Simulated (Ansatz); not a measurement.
LiBr:
```yaml
crystal:
  lattice:
    - [0.00000, 2.75540, 2.75540]
    - [2.75540, 0.00000, 2.75540]
    - [2.75540, 2.75540, 0.00000]
  atoms:
    - { symbol: Li, position: [0.00000, 0.00000, 0.00000] }
    - { symbol: Br, position: [0.50000, 0.50000, 0.50000] }
```

PBE (plane waves, PAW; program Ansatz) gives a gap of 4.91 eV without spin–orbit coupling, maximum on the K–Γ line, 78 % of the way from K, minimum at Γ.

### Question
What happens when spin–orbit coupling is switched on?

### Answer
The gap drops by 0.17 eV, to 4.74 eV; maximum at Γ, minimum at Γ.

### Question
Give the electron effective mass with spin–orbit coupling.

### Answer
0.35 mₑ (isotropic).

### Question
Give the hole effective mass with spin–orbit coupling, band 1 of 2 at the edge.

### Answer
1.4 along [100], 3.4 along [110], 5.0 along [111] (mₑ).

### Question
Give the hole effective mass with spin–orbit coupling, band 2 of 2 at the edge.

### Answer
0.61 along [100], 0.49 along [110], 0.47 along [111] (mₑ).

Space group Fm-3m (rock salt). Symmetry was held in the PBE relaxation; phonons on a q-mesh show no instability.

Potentials: the later of the program's two PAW sets.
